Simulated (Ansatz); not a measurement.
What does Ansatz print for the nuclei with this input?

The cell is a structure deposited in the COD whose atoms were relaxed with PBE, the cell held.

```yaml
crystal:
  lattice:
    - [2.8982, 0.0, 0.0]
    - [-1.4491, 2.5099148252, 0.0]
    - [0.0, 0.0, 2.8314]
  atoms:
    - { symbol: W, position: [0.0, 0.0, 0.0], spin: 2.0 }
    - { symbol: C, position: [0.6666666667, 0.3333333333, 0.5] }
magnetization:
  spin_polarized: true
kpoints:
  mp_grid: { grid: [18, 18, 16] }
scf:
  occupations: { method: fermi_dirac, width: 0.05 }
hamiltonian:
  xc: lda
  pseudopotentials: { kind: paw }
output:
  forces: true
  stress: true
  populations: true
  efg: { contact_densities: true }
```

```sh
ansatz run input.yaml --threads 1 --pin off --max-ram 3072MiB --backend cpu --events-out ev --progress --plain --runs-dir out
```

Of the output, the block on the nuclei alone is shown; the set-up, the SCF iterations, energies, forces and stress are cut. One atom of each set with nearly equal values is shown.

```
--- PAW observables at the nuclei: V_zz in 10²¹ V/m², potentials from the cell's mean, atoms counted from 1 ---
  atom   1  W  V_zz =   -14.295069   η = 0.0000   by run symmetry: allowed
            electrostatic potential = -14818.703191 V   contact ρ = 8788682.875711 e/Å³   contact ρ_s (e/Å³): all electrons +0.000000, valence +0.000004
  atom   2  C  V_zz =    +0.055538   η = 0.0000   by run symmetry: allowed
            electrostatic potential = -432.076515 V   contact ρ = 851.681302 e/Å³   contact ρ_s (e/Å³): all electrons -0.000001, valence -0.000001
```

Hardware: 1 thread of Intel Xeon 6975P-C (Granite Rapids) (x86_64; 16 cores open to the job, memory cap 3.0 GiB, no GPU), a shared host with a load of 0.6 a core. Wall time 16 s, CPU time 16 s, peak memory 0.6 GiB.

At this cell the LDA pressure is -7 GPa, so with LDA the cell would shrink if it were relaxed. With no gap above 0.1 eV, as in a metal, the gradients converge slowly in k; expect changes of a tenth or more on a denser mesh. Without spin–orbit coupling the gradients at and beside W can be off by some per cent, at some sites by more. The start moments die out, and the run ends without spin.
